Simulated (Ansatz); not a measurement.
**Relaxation path: bcc Cr (110), 6 layers**

DFT, PBEsol, PAW with Ansatz's default frozen-core files, scalar-relativistic (Ansatz 0.2.0); a Γ-centred 18×18×1 k mesh, Fermi–Dirac smearing of 0.08 eV, spin-polarised from start moments Cr1 2, Cr2 2, Cr3 2, Cr4 2, Cr5 2, Cr6 2 μB. The run relaxes the atoms in the fixed cell.

Command: `ansatz run input.yaml --threads 3 --pin off --max-ram 9216MiB --backend cpu --events-out ev --progress --plain --runs-dir out` It took 11 min on 3 threads of Arm Neoverse V1, on a shared host, peak memory 1.3 GiB.

```yaml
crystal:
  lattice:
    - [2.4376614386, 0.0, 0.0]
    - [-0.8125538128, 2.2982492446, 0.0]
    - [0.0, 0.0, 25.9517]
  atoms:
    - { symbol: Cr, position: [0.25, 0.25, 0.3082647543], spin: 2.0 }
    - { symbol: Cr, position: [0.75, 0.75, 0.3849588526], spin: 2.0 }
    - { symbol: Cr, position: [0.25, 0.25, 0.4616529509], spin: 2.0 }
    - { symbol: Cr, position: [0.75, 0.75, 0.5383470491], spin: 2.0 }
    - { symbol: Cr, position: [0.25, 0.25, 0.6150411474], spin: 2.0 }
    - { symbol: Cr, position: [0.75, 0.75, 0.6917352457], spin: 2.0 }
magnetization:
  spin_polarized: true
kpoints:
  mp_grid: { grid: [18, 18, 1] }
scf:
  occupations: { method: fermi_dirac, width: 0.08 }
hamiltonian:
  xc: pbesol
  pseudopotentials: { kind: paw }
output:
  forces: true
  stress: true
  eigenvalues: true
  write_density: true
  write_potential: true
  elf: true
  volumetric_format: npy
relax:
  f_tol: 0.01
  max_steps: 40
efield:
  axis: 3
  amplitude: 0
  dipole_correction: true
```

Each step lists its free energy a cell above the last geometry, and Cartesian positions (Å) with forces (eV/Å).

The first step:

```
step 1  dF = 44.46 meV
  Cr 0.4063 0.5746 8.0000   0.0000 0.0000 0.5026
  Cr 1.2188 1.7237 9.9903   0.0000 0.0000 -0.5222
  Cr 0.4063 0.5746 11.9807   0.0000 0.0000 0.0277
  Cr 1.2188 1.7237 13.9710   0.0000 0.0000 -0.0277
  Cr 0.4063 0.5746 15.9614   0.0000 0.0000 0.5222
  Cr 1.2188 1.7237 17.9517   0.0000 0.0000 -0.5026
```

Antiferromagnetic order, which Cr and Mn prefer near zero pressure, wasn't tried. The start moments died away, and the runs ended non-magnetic. The PAW files were made under PBE.

Q: Where does the relaxation end, and by which steps?

A: After 5 geometries, with a shortest distance of 2.369 Å and a cell moment of 0.00 μB. The further steps:
```
step 2  dF = 12.43 meV
  Cr 0.4063 0.5746 8.0393   0.0000 0.0000 0.2711
  Cr 1.2188 1.7237 9.9886   0.0000 0.0000 -0.3029
  Cr 0.4063 0.5746 11.9809   0.0000 0.0000 0.0248
  Cr 1.2188 1.7237 13.9708   0.0000 0.0000 -0.0248
  Cr 0.4063 0.5746 15.9631   0.0000 0.0000 0.3029
  Cr 1.2188 1.7237 17.9124   0.0000 0.0000 -0.2711
step 3  dF = 0.05 meV
  Cr 0.4063 0.5746 8.0728   0.0000 0.0000 -0.0108
  Cr 1.2188 1.7237 9.9763   0.0000 0.0000 0.0207
  Cr 0.4063 0.5746 11.9790   0.0000 0.0000 0.0044
  Cr 1.2188 1.7237 13.9727   0.0000 0.0000 -0.0044
  Cr 0.4063 0.5746 15.9754   0.0000 0.0000 -0.0207
  Cr 1.2188 1.7237 17.8789   0.0000 0.0000 0.0108
step 4  dF = 0.56 meV  (not accepted)
  Cr 0.4063 0.5746 8.0814   0.0000 0.0000 0.0086
  Cr 1.2188 1.7237 9.9889   0.0000 0.0000 -0.0528
  Cr 0.4063 0.5746 11.9841   0.0000 0.0000 -0.0223
  Cr 1.2188 1.7237 13.9675   0.0000 0.0000 0.0223
  Cr 0.4063 0.5746 15.9628   0.0000 0.0000 0.0528
  Cr 1.2188 1.7237 17.8703   0.0000 0.0000 -0.0086
step 5  dF = 0.00 meV
  Cr 0.4063 0.5746 8.0733   0.0000 0.0000 0.0001
  Cr 1.2188 1.7237 9.9787   0.0000 0.0000 0.0001
  Cr 0.4063 0.5746 11.9799   0.0000 0.0000 -0.0001
  Cr 1.2188 1.7237 13.9718   0.0000 0.0000 0.0001
  Cr 0.4063 0.5746 15.9731   0.0000 0.0000 -0.0001
  Cr 1.2188 1.7237 17.8784   0.0000 0.0000 -0.0001
```
